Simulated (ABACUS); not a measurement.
Set-up for a self-consistent single point of TaN (Pm, 6 atoms in the cell; from Materials Project mp-1279, changed as shown).

```
TaN
1.0
    5.10433     0.00000     0.00000
   -2.60425     4.51069     0.00000
    0.00000     0.00000     2.91475
Ta N
3 3
Direct
  0.00000   0.00000   0.00000
  0.33333   0.66667   0.50000
  0.66667   0.33333   0.50000
  0.39239   0.00000   0.00000
  0.60761   0.60761   0.00000
  0.00000   0.39239   0.00000
```

Computed with PBEsol, PseudoDojo 0.4 standard norm-conserving PBEsol (tails mended) pseudopotentials (plane waves; ABACUS 3.10.1).

ABACUS settings:

| key | value |
|---|---|
| KPT | Gamma 5 5 7 0 0 0 |
| basis_type | pw |
| ecutwfc | 84 Ry |
| smearing_method | fd |
| smearing_sigma | 0.00367493 Ry |
| potentials | PseudoDojo 0.4 standard norm-conserving PBEsol (tails mended) |
| symmetry | 1 |
| symmetry_prec | 1e-05 |
| ks_solver | dav |
| scf_nmax | 100 |
| scf_thr | 1.0e-09 Ry |
| mixing_type | broyden |
| mixing_beta | 0.7 |

Results:

* **Number of valence electrons**: 54
* **Number of bands**: 37
* **Number of k-points after the program's reduction**: 52
* **Number of plane waves (most at a k-point)**: 5916
* **Number of SCF iterations**: 10
* **FFT grid**: 60 × 60 × 36
* **Free energy E − TS**: -6164.8040 eV
* **Fermi level (on the code's own zero)**: 19.75 eV
* **Pressure**: 0.31 GPa
* **Largest force (vector length)**: 0.374 eV/Å

Forces (eV/Å):
```csv
atom,Fx,Fy,Fz
Ta1,-0.316,0.160,0.000
Ta2,-0.018,0.161,0.000
Ta3,-0.160,-0.066,0.000
N4,0.368,-0.065,0.000
N5,0.047,-0.189,0.000
N6,0.078,0.000,0.000
```

Stress (GPa, positive for compression):
```
 6.17   2.38   0.00
 2.38  -1.95   0.00
 0.00   0.00  -3.29
```

For comparison: a first run was changed to give this one (lattice vector a scaled by 0.98), and from it to this one the free energy hardly moves (within 1 meV/atom), the pressure goes from -6.17 to 0.31 GPa and the largest force goes from 0.014 to 0.374 eV/Å.

The structure comes from a collection of computed structures, made at another level of theory; the collection holds predicted forms beside known ones. No clean gap shows at this smearing width and mesh (spacing up to 0.31 Å⁻¹); the mesh is coarse for partly filled bands, so the values carry mesh errors.

Cost on one core: around 4 core-minutes (rough).

“Tails mended”: in these copies of the files the far tail of each local potential was reset to the Coulomb form.
